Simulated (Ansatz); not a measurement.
# Compressing As: a fit and a missing row

As, R-3m, a = 3.783 Å, c = 10.114 Å. Ansatz: PBE+D3(BJ), PAW, 420 eV, Γ-centred 15×15×15 mesh on 2 atoms, Gaussian smearing 0.10 eV; no spin polarisation. Shape and atoms are relaxed at each volume; pressure is positive in compression.

| V (Å³/atom) | P (GPa) |
| --- | --- |
| 18.384 | ? |
| 19.011 | 6.30 |
| 19.637 | 3.74 |
| 20.264 | 1.66 |
| 20.891 | 0.01 |
| 21.517 | -1.34 |
| 22.144 | -2.38 |
| 22.980 | -3.18 |

Question: Take V0 = 20.891 Å³/atom, count pressures from its P0 = 0.01 GPa, fit the third-order Birch–Murnaghan form to the other rows, and predict the missing pressure.

Answer: With the Eulerian strain f = ½[(V0/V)^(2/3) − 1] and y = (P − P0)/[3f(1 + 2f)^(5/2)], the form is the line y = B0 + 1.5 B0 (B0′ − 4) f. Rows (f, y): 0.03244, 55.2; 0.02107, 53.2; 0.01026, 51.0; -0.00975, 48.5; -0.01904, 46.1; -0.03078, 40.5. Means f = 0.0007000, y = 49.083; Σ(Δf)² = 0.003004, ΣΔfΔy = 0.6315; the slope is their ratio. y = 48.94 + 210.3 f GPa, so B0 = 48.9 GPa and B0′ = 4 + 2 × (210.3)/(3 × 48.94) = 6.86. At V = 18.384, f = 0.04448, y = 58.29 and P = 9.64 GPa. The run gave 9.38 GPa, so the fit is 0.26 GPa too high, 2.1 % of the span of the series, against an rms of 0.07 GPa on the fitted rows. The row lies outside the fitted range. A fourth-order term fitted to the same rows gives P = 9.10 GPa at this row's volume (the line 9.64, the run 9.38), no gain.